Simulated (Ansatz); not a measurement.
Starting cell, SiC (zinc blende):

```xyz
4
Lattice="0.0000 4.3566 4.3566 2.1783 2.1783 4.3566 2.1783 2.1783 0.0000" Properties=species:S:1:pos:R:3 pbc="T T T"
C      3.2675     3.2675     3.2675
C      3.2675     5.4458     5.4458
Si     0.0000     0.0000     0.0000
Si     2.1783     4.3566     6.5349
```

The atoms are displaced by Q × the pattern below (from a DFPT mode at X = (0.5, 0.5, 0.0), largest move 1; Q in Å), at fixed cell. (q is in reciprocal vectors of the primitive cell; the cell shown is doubled to hold the pattern.)

| atom | x | y | z |
|---|---|---|---|
| C1 | 0.000 | 0.000 | -1.000 |
| C2 | 0.000 | 0.000 | 1.000 |

Atoms not listed stay in place.

All values below come from r2SCAN (plane waves to 500 eV, PAW, scalar-relativistic; Ansatz, a quantum-chemistry and plane-wave program). k mesh 13×13×13 (Γ-centred), Fermi-Dirac smearing 0.05 eV. Energies are smeared free energies. SiC was relaxed with its symmetry unable to fall. The PAW data are Ansatz's earlier set. ΔE is measured from the undisplaced structure.

```csv
Q (Å),ΔE (eV/cell)
-0.100,0.306
-0.067,0.136
-0.033,0.034
0.000,0.000
0.033,0.034
0.067,0.136
0.100,0.306
```

Task: Which DFPT wavenumber at X = (0.5, 0.5, 0.0) belongs to this mode?
A) 834 cm⁻¹
B) 378 cm⁻¹
C) 644 cm⁻¹

Result: A, 834 cm⁻¹. The curvature of the scan gives 834 cm⁻¹

(For displaced atoms, the force is minus the slope of the energy, and its curvature is a force constant, which sets phonon frequencies.)
